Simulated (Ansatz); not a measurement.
## As (A7 type, space group R-3m), energy against volume

As (A7 type, space group R-3m)

Space group R-3m, hexagonal axes (No. 166); a = 3.7835 Å, b = 3.7835 Å, c = 10.1093 Å, α = 90.00°, β = 90.00°, γ = 120.00°

```tsv
atom	site	symmetry	x	y	z
As	6c	3m	0.0000	0.0000	0.2303
```
(The calculation used a cell of 2 atoms; values per cell refer to that cell.)

The volume is varied about the relaxed value V₀ at fixed cell shape. The atoms relax within the cell's symmetry.

These are PBE-D3(BJ) (plane waves to 420 eV, PAW, scalar-relativistic; Ansatz, an electronic-structure program) values and carry that method's errors. k mesh 11×11×11 (Γ-centred), Fermi-Dirac smearing 0.05 eV. The energy includes the smearing's −TS. Compression counts positive. With the shape held, the modulus is that of even scaling; a crystal free to change shape is softer. As was relaxed with its symmetry unable to fall. ΔE is measured from the relaxed starting cell.

| V/V₀ | ΔE (eV/atom) | P (GPa) |
|---|---|---|
| 0.900 | 0.047 | 7.9 |
| 0.925 | 0.026 | 5.5 |
| 0.950 | 0.011 | 3.5 |
| 0.975 | 0.003 | 1.7 |
| 1.000 | 0.000 | 0.0 |
| 1.025 | 0.002 | -1.5 |
| 1.050 | 0.010 | -2.8 |
| 1.075 | 0.021 | -3.9 |
| 1.100 | 0.035 | -5.0 |

Summary:

```
Property                                                                       Value
---------------------------------------------------------------------  -------------
Pressure at the smallest volume                                              7.9 GPa
Energy cost of the largest compression                                   47 meV/atom
Energy cost of the largest expansion                                     35 meV/atom
Bulk modulus at fixed cell shape B₀ (third-order Birch-Murnaghan fit)       62.1 GPa
Pressure derivative B₀′ (fit)                                                    3.5
Equilibrium volume of the fit                                          20.89 Å³/atom
Pressure for 5 % compression (fit)                                           3.5 GPa
```

(Under strain, the slope of the energy per volume gives the stress and its curvature an elastic modulus.)
